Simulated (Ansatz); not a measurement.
BeMo₂:
```xyz
6
Lattice="0.0000 3.5843 3.5843 3.5843 0.0000 3.5843 3.5843 3.5843 0.0000" Properties=species:S:1:pos:R:3 pbc="T T T"
Mo     4.4804     4.4804     4.4804
Mo     4.4804     2.6882     2.6882
Mo     2.6882     4.4804     2.6882
Mo     2.6882     2.6882     4.4804
Be     1.7921     1.7921     1.7921
Be     0.0000     0.0000     0.0000
```

Relaxed with PBEsol. Special points in fractions of this cell's reciprocal vectors: Γ (0.000, 0.000, 0.000); X (0.500, 0.000, 0.500); U (0.625, 0.250, 0.625); K (0.375, 0.375, 0.750); L (0.500, 0.500, 0.500); W (0.500, 0.250, 0.750).

Question: List the band energies nearest the Fermi level at these points for plane-wave PAW PBEsol with spin–orbit coupling (Ansatz code).

Answer: In eV from the Fermi level; about four levels below and three above (degenerate sets whole), none deeper than 8.9 eV; … stands for higher levels left out; points with the same levels are listed once.

```json
[
 {"k": "Γ", "below": "-3.04 -3.04 -3.04 -3.04", "above": "1.27 1.27 1.30 1.30"},
 {"k": "X", "below": "-0.15 -0.15 -0.15 -0.15", "above": "…"},
 {"k": "U", "below": "-1.04 -1.04 -0.41 -0.41", "above": "0.50 0.50 0.53 0.53"},
 {"k": "L", "below": "-0.16 -0.16 -0.11 -0.11", "above": "1.95 1.95 2.06 2.06"},
 {"k": "W", "below": "-1.07 -1.07 -1.01 -1.01", "above": "0.08 0.08 0.15 0.15"}
]
```

Space group Fd-3m (cubic Laves (MgCu2 type)). The cell is a constructed one: a structure type filled with these elements; neither database checked (COD, Materials Project) lists it. Whether it is the stable phase at ambient conditions was not checked. The cell was relaxed with PBEsol under the symmetry of its start; phonons show weakly imaginary modes. The run is not spin-polarised.

Potentials: the earlier of the program's two PAW sets. The files were generated under PBE; for other functionals the program regenerates the frozen cores, and for LDA and PBEsol the local potential too.
